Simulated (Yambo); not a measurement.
Si (diamond, space group Fd-3m, No. 227), G0W0@PBE in Yambo with this input:

```
rim_cut
gw0
dyson
el_el_corr
HF_and_locXC
ppa
em1d
RandQpts= 1000000
RandGvec= 1 Ry
EXXRLvcs= 36 Ry
VXCRLvcs= 144 Ry
Chimod= "HARTREE"
% BndsRnXp
 1 | 148 |
%
NGsBlkXp= 14 Ry
% LongDrXp
 1.0 | 1.0 | 1.0 |
%
PPAPntXp= 27.2114 eV
% GbndRnge
 1 | 148 |
%
GTermKind= "BG"
DysSolver= "n"
ExtendOut
```

On a 4×4×4 mesh, with wavefunctions cut at 36 Ry, the gap (Γ → X) is 1.334 eV and the valence edge shifts by -0.725 eV.

### Question
What happens with this change: 6 Ry block?

### Answer
The gap falls by 0.087 eV, to 1.247 eV; the shift of the valence edge becomes -0.595 eV. Neither run is shown to be the converged limit. The mesh misses a band edge: along a dense path the PBE gap is 0.59 eV against 0.72 eV on the mesh.

Geometry of the Materials Project entry, not relaxed at this level; primitive cell a = b = c = 3.849 Å, α = β = γ = 60.00°.

A shift is the quasiparticle energy of the state minus its PBE energy.
